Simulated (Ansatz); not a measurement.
The relaxed structure here is a generated cell of ZnGeO3: the first start was made by placing the elements on the sites of a structure type, and the end was not matched to a known phase here, so it may be hypothetical.

The end point of a relaxation of ZnGeO$_{3}$. Space group Pnma (No. 62), AFLOW prototype AB3C_oP20_62_c_cd_a (as in CaTiO3). Calculation: r2SCAN (plane waves to 500 eV, PAW, scalar-relativistic; Ansatz, a first-principles code).

```cif
data_Ge4O12Zn4
_chemical_formula_sum 'Zn4 Ge4 O12'
_space_group_name_H-M_alt 'P 1'
_space_group_IT_number 1
_cell_length_a 5.07257
_cell_length_b 7.31386
_cell_length_c 4.99239
_cell_angle_alpha 90.000
_cell_angle_beta 90.000
_cell_angle_gamma 90.000
loop_
_space_group_symop_operation_xyz
  'x, y, z'
loop_
_atom_site_label
_atom_site_type_symbol
_atom_site_fract_x
_atom_site_fract_y
_atom_site_fract_z
_atom_site_occupancy
Zn1 Zn 0.46082 0.25000 0.99521 1
Zn2 Zn 0.96082 0.25000 0.50479 1
Zn3 Zn 0.53918 0.75000 0.00479 1
Zn4 Zn 0.03918 0.75000 0.49521 1
Ge1 Ge 0.00000 0.00000 0.00000 1
Ge2 Ge 0.50000 0.50000 0.50000 1
Ge3 Ge 0.00000 0.50000 0.00000 1
Ge4 Ge 0.50000 0.00000 0.50000 1
O1 O 0.05814 0.25000 0.11411 1
O2 O 0.55814 0.25000 0.38589 1
O3 O 0.94186 0.75000 0.88589 1
O4 O 0.44186 0.75000 0.61411 1
O5 O 0.30903 0.56079 0.18489 1
O6 O 0.80903 0.93921 0.31511 1
O7 O 0.69097 0.06079 0.81511 1
O8 O 0.19097 0.43921 0.68489 1
O9 O 0.69097 0.43921 0.81511 1
O10 O 0.19097 0.06079 0.68489 1
O11 O 0.30903 0.93921 0.18489 1
O12 O 0.80903 0.56079 0.31511 1
```

| Property | Result |
|---|---|
| Volume per atom | 9.26 Å³ |
| Band gap | 2.76 eV, direct at Γ (no spin-orbit coupling) |
| Shortest distances | Ge–O 1.87 Å; O–Zn 2.01 Å; O–O 2.62 Å; Ge–Zn 2.97 Å |
| k-mesh | 5×4×6 |

Band energies at high-symmetry points (eV from the VBM; labels of this space group; no spin-orbit coupling), from −5 eV up to 7.8 eV:

```
point                                                                                                                                                                                                                                                                                                         energies
-----  ---------------------------------------------------------------------------------------------------------------------------------------------------------------------------------------------------------------------------------------------------------------------------------------------------------------
Γ                             -4.93 -4.67 -4.52 -4.52 -4.51 -4.48 -4.46 -4.41 -4.34 -4.26 -4.17 -4.12 -4.08 -3.95 -3.89 -3.86 -3.86 -3.84 -3.78 -3.71 -3.65 -3.59 -2.85 -2.65 -2.14 -1.64 -1.63 -1.49 -1.39 -1.25 -1.07 -0.87 -0.80 -0.72 -0.63 -0.54 -0.50 -0.43 -0.40 -0.36 -0.27 0.00 2.76 5.82 6.25 6.73 7.38 7.40
X                -4.95 -4.95 -4.79 -4.79 -4.73 -4.73 -4.55 -4.55 -4.51 -4.51 -4.34 -4.34 -4.19 -4.19 -4.16 -4.16 -3.67 -3.67 -3.43 -3.43 -3.25 -3.25 -3.11 -3.11 -2.94 -2.94 -2.37 -2.37 -2.01 -2.01 -1.64 -1.64 -1.53 -1.53 -0.90 -0.90 -0.63 -0.63 -0.48 -0.48 -0.36 -0.36 -0.27 -0.27 5.10 5.10 6.69 6.69 7.15 7.15
S                              -4.78 -4.78 -4.78 -4.78 -4.27 -4.27 -4.27 -4.27 -4.16 -4.16 -4.16 -4.16 -3.68 -3.68 -3.68 -3.68 -3.25 -3.25 -3.25 -3.25 -2.17 -2.17 -2.17 -2.17 -1.82 -1.82 -1.82 -1.82 -1.60 -1.60 -1.60 -1.60 -0.60 -0.60 -0.60 -0.60 -0.25 -0.25 -0.25 -0.25 5.95 5.95 5.95 5.95 7.40 7.40 7.40 7.40
Y                -4.99 -4.99 -4.89 -4.89 -4.59 -4.59 -4.57 -4.57 -4.37 -4.37 -4.35 -4.35 -4.16 -4.16 -4.12 -4.12 -3.95 -3.95 -3.59 -3.59 -3.33 -3.33 -2.79 -2.79 -2.41 -2.41 -2.37 -2.37 -2.01 -2.01 -1.73 -1.73 -1.04 -1.04 -0.80 -0.80 -0.77 -0.77 -0.57 -0.57 -0.18 -0.18 -0.18 -0.18 4.44 4.44 6.52 6.52 7.49 7.49
Z                  -4.84 -4.84 -4.81 -4.81 -4.42 -4.42 -4.35 -4.35 -4.25 -4.25 -4.07 -4.07 -4.06 -4.06 -3.85 -3.85 -3.50 -3.50 -3.31 -3.31 -2.86 -2.86 -2.84 -2.84 -2.02 -2.02 -1.83 -1.83 -1.66 -1.66 -1.19 -1.19 -0.98 -0.98 -0.83 -0.83 -0.43 -0.43 -0.29 -0.29 -0.26 -0.26 5.21 5.21 6.80 6.80 6.97 6.97 7.36 7.36
U                            -4.69 -4.69 -4.69 -4.69 -4.59 -4.59 -4.58 -4.58 -4.21 -4.21 -4.21 -4.21 -4.02 -4.02 -3.93 -3.93 -3.71 -3.71 -3.69 -3.69 -2.80 -2.80 -2.40 -2.40 -2.11 -2.11 -1.89 -1.89 -1.78 -1.78 -1.30 -1.30 -1.15 -1.15 -0.75 -0.75 -0.46 -0.46 -0.42 -0.42 -0.41 -0.41 5.88 5.88 7.51 7.51 7.62 7.62
R                                                  -4.56 -4.56 -4.56 -4.56 -4.33 -4.33 -4.33 -4.33 -4.07 -4.07 -4.07 -4.07 -3.92 -3.92 -3.92 -3.92 -3.06 -3.06 -3.06 -3.06 -2.21 -2.21 -2.21 -2.21 -1.83 -1.83 -1.83 -1.83 -1.41 -1.41 -1.41 -1.41 -0.64 -0.64 -0.64 -0.64 -0.40 -0.40 -0.40 -0.40 6.53 6.53 6.53 6.53
T      -4.83 -4.83 -4.72 -4.72 -4.56 -4.56 -4.52 -4.52 -4.34 -4.34 -4.30 -4.30 -4.22 -4.22 -4.01 -4.01 -3.87 -3.87 -3.64 -3.64 -3.44 -3.44 -2.99 -2.99 -2.48 -2.48 -2.38 -2.38 -1.94 -1.94 -1.74 -1.74 -1.07 -1.07 -1.04 -1.04 -0.69 -0.69 -0.48 -0.48 -0.29 -0.29 -0.24 -0.24 5.83 5.83 5.91 5.91 7.12 7.12 7.64 7.64
```

No spin polarisation in the result.

The run could not lose the symmetry of its start: the end is stationary, and may be a saddle point rather than a minimum.
